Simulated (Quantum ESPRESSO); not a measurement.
# Pd2GaReMg4: a guest atom moved from site to site

A calculation, not a measurement. The program is pw.x of Quantum ESPRESSO 7.5 (plane-wave density functional theory). The cell is made up: eight metal atoms on a face-centred cubic lattice, with elements, volume, strain and displacements drawn at random and not relaxed, so it may be unstable or far from any real phase. PseudoDojo standard norm-conserving files set the functional (PBE unless stated); there is no spin polarisation or spin-orbit coupling, the Fermi-Dirac width of 0.25 eV means electrons at about 2900 K, and the masses in the input are unused placeholders. Heavy elements are run without spin-orbit coupling, which real alloys of them have. A spin test at this wide smearing found no moment, but such smearing suppresses magnetism that the real alloy may have.

The runs move one Re atom among sites that otherwise hold Mg. Cell, positions, cutoff, mesh and smearing stay as in the input of run 1; sites are counted in its order. Stress in the tables is positive in tension.

Input of run 1:

```
&control calculation='scf', pseudo_dir='./dojo.nc.sr.pbe.v0_5.standard.upf', outdir='./o', disk_io='minimal', tprnfor=.true., tstress=.true. /
&system ibrav=0, nat=8, ntyp=4, nbnd=64, ecutwfc=84.00895049, nosym=.true., tot_charge=0,
 occupations='smearing', smearing='fd', degauss=0.0183746611
/
&electrons conv_thr=1.470e-08, electron_maxstep=70, mixing_beta=0.5 /
ATOMIC_SPECIES
Ga 1.0 Ga.upf
Mg 1.0 Mg.upf
Pd 1.0 Pd.upf
Re 1.0 Re.upf
CELL_PARAMETERS angstrom
2.161 4.322 2.161
2.161 -4.322 2.161
2.161 0.0 -6.4831
ATOMIC_POSITIONS angstrom
Pd -0.0041 0.0209 0.0112
Ga 2.1223 -2.0937 0.0895
Re 2.2363 0.014 -2.1965
Mg 4.3177 -2.0397 -2.2093
Mg 2.2053 -0.0546 2.228
Pd 2.1145 2.0876 0.0311
Mg 4.3131 0.1006 -0.0815
Mg 4.4007 2.1791 -2.1434
K_POINTS automatic
5 5 4 1 1 1
```

```
run  elements on sites 1 to 8  free energy less that of run 1 (eV)  -TS (eV)  pressure (GPa)  stress xx (GPa)  stress yy (GPa)  stress zz (GPa)  stress yz (GPa)  stress xz (GPa)  stress xy (GPa)  iterations
  1   Pd Ga Re Mg Mg Pd Mg Mg                                0.000    -1.085          -11.15            11.79            10.64            11.02            -0.82             0.14            -2.07          14
  2   Pd Ga Mg Re Mg Pd Mg Mg                               -0.014    -1.142          -10.57            11.22            10.11            10.37            -0.65            -0.27            -1.46          14
  3   Pd Ga Mg Mg Re Pd Mg Mg                                0.244    -1.211          -10.57            10.75            10.36            10.59             0.55            -2.09            -0.18          14
  4   Pd Ga Mg Mg Mg Pd Mg Re                                0.037    -1.210          -10.31            10.90            10.16             9.85            -0.09            -0.49            -0.39          14
```

Forces Fx Fy Fz (eV/Å):

```
site             run 1             run 2             run 3             run 4
   1  0.21 -0.04 -0.19  -0.24 -0.11 0.24  -0.26 -0.10 0.14  -0.33 -0.03 0.34
   2  0.45 -0.08 -0.66  0.48 -0.11 -0.59  -0.45 -0.03 0.57  -0.67 -0.12 0.61
   3   -0.63 0.02 0.56   -0.71 0.11 0.38   -0.69 0.21 0.22   -0.82 0.15 0.33
   4   0.36 -0.49 0.38   0.25 -0.38 0.19  1.19 -0.50 -0.50  0.67 -0.58 -0.11
   5  -0.05 0.51 -0.15   0.11 0.34 -0.25   0.23 0.32 -0.49   0.02 0.44 -0.29
   6   0.38 0.16 -0.37   -0.19 0.19 0.28    0.07 0.16 0.02   0.46 0.14 -0.43
   7   0.00 -0.19 0.42   0.41 -0.17 0.06  -0.29 -0.20 0.86   0.42 -0.07 0.11
   8   -0.72 0.12 0.01  -0.11 0.13 -0.30   0.21 0.14 -0.81   0.25 0.08 -0.57
```

The sites are displaced and not relaxed, so the energy differences mix bonding between neighbours with strain and are not ordering energies. A rerun of one cell of this series at a higher cutoff and on a denser mesh moved values by no more than 0.005 eV in energy, 0.03 GPa in stress and 0.005 eV/Å in force, and a second program with other atomic files agreed on that cell to 2 % rms in force and 0.5 GPa in pressure.